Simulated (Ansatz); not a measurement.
ScOF:
```yaml
crystal:
  lattice:
    - [5.09174, 0.00000, 0.00000]
    - [0.00000, 5.06673, 0.00000]
    - [-0.90610, 0.00000, 5.07645]
  atoms:
    - { symbol: Sc, position: [0.69253, 0.47079, 0.28821] }
    - { symbol: Sc, position: [0.30747, 0.52921, 0.71179] }
    - { symbol: Sc, position: [0.30747, 0.97079, 0.21179] }
    - { symbol: Sc, position: [0.69253, 0.02921, 0.78821] }
    - { symbol: O, position: [0.54519, 0.74627, 0.01189] }
    - { symbol: O, position: [0.45481, 0.25373, 0.98811] }
    - { symbol: O, position: [0.45481, 0.24627, 0.48811] }
    - { symbol: O, position: [0.54519, 0.75373, 0.51189] }
    - { symbol: F, position: [0.94287, 0.32570, 0.65738] }
    - { symbol: F, position: [0.05713, 0.67430, 0.34262] }
    - { symbol: F, position: [0.05713, 0.82570, 0.84262] }
    - { symbol: F, position: [0.94287, 0.17430, 0.15738] }
```

Relaxed with LDA. Special points in fractions of this cell's reciprocal vectors: Γ (0.000, 0.000, 0.000); Z (0.000, 0.500, 0.000); D (0.000, 0.500, 0.500); B (0.000, 0.000, 0.500); A (-0.500, 0.000, 0.500); E (-0.500, 0.500, 0.500); C2 (-0.500, 0.500, 0.000); Y2 (-0.500, 0.000, 0.000).

**Question.** List the band energies nearest the valence-band maximum at these points for the program Ansatz at the LDA level (PAW).

**Answer.** In eV from the valence-band maximum; about four levels below and three above (degenerate sets whole), none deeper than 8.9 eV; points with the same levels are listed once.

```
k                     below                above
--  -----------------------  -------------------
Γ   -0.58 -0.55 -0.16 -0.16       4.67 4.99 5.05
Z     -1.00 -1.00 0.00 0.00  4.81 4.81 5.59 5.59
D   -1.03 -1.03 -0.76 -0.76  5.03 5.03 5.29 5.29
B   -1.26 -1.26 -0.06 -0.06  4.99 4.99 5.53 5.53
A   -1.42 -1.42 -0.09 -0.09  4.99 4.99 5.30 5.30
E   -1.18 -1.18 -0.95 -0.95  4.98 4.98 5.15 5.15
C2  -1.34 -1.34 -0.01 -0.01  4.74 4.74 5.47 5.47
Y2  -0.64 -0.51 -0.25 -0.15       4.55 4.78 5.03
```

Space group P2_1/c. The first step of the workflow began from a Materials Project structure, measured or hypothetical; the Crystallography Open Database copy checked does not list it. Whether it is the stable phase at ambient conditions was not checked. Symmetry was held in the LDA relaxation; of distortions, only those at the zone centre were tested. The run is not spin-polarised.

Potentials: the later of the program's two PAW sets.
